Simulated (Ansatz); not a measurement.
NiAsSe in space group P2_13 (No. 198; Ni on 4a, As on 4a, Se on 4a), PBE in the plane-wave PAW code Ansatz, all energies at zero smearing, with the estimated change up to a 700 eV cutoff added, with one set of potentials and settings (totals compare only within such a set). Cell of 12 atoms (4 Ni, 4 As, 4 Se): -64663.248 eV.

```json
[
 {"element": "Ni", "reference phase": "Fm-3m, 1 atoms in the cell, spin-polarised", "E (eV/atom)": "-5839.7239"},
 {"element": "As", "reference phase": "R-3m, 2 atoms in the cell", "E (eV/atom)": "-4856.1377"},
 {"element": "Se", "reference phase": "P3_121, 3 atoms in the cell", "E (eV/atom)": "-5469.0798"}
]
```

Formation energy per atom, worked out: (-64663.248 − 4×(-5839.7239) − 4×(-4856.1377) − 4×(-5469.0798))/12 = -0.290 eV/atom (-28 kJ per mol of atoms), at 0 K, without zero-point energy or fitted corrections.

The workflow started from a Materials Project entry (that database holds measured and hypothetical structures alike); the Crystallography Open Database files this formula in space group No. 198, but the cells were not matched. Its standing as an ambient phase is unchecked. The cell was relaxed with PBE under the symmetry of its start; whether a distortion lowers the energy is not shown. No spin polarisation was allowed. The references are the lowest solids computed at this level, not always the standard phases.

Potentials: the later of the program's two PAW sets.
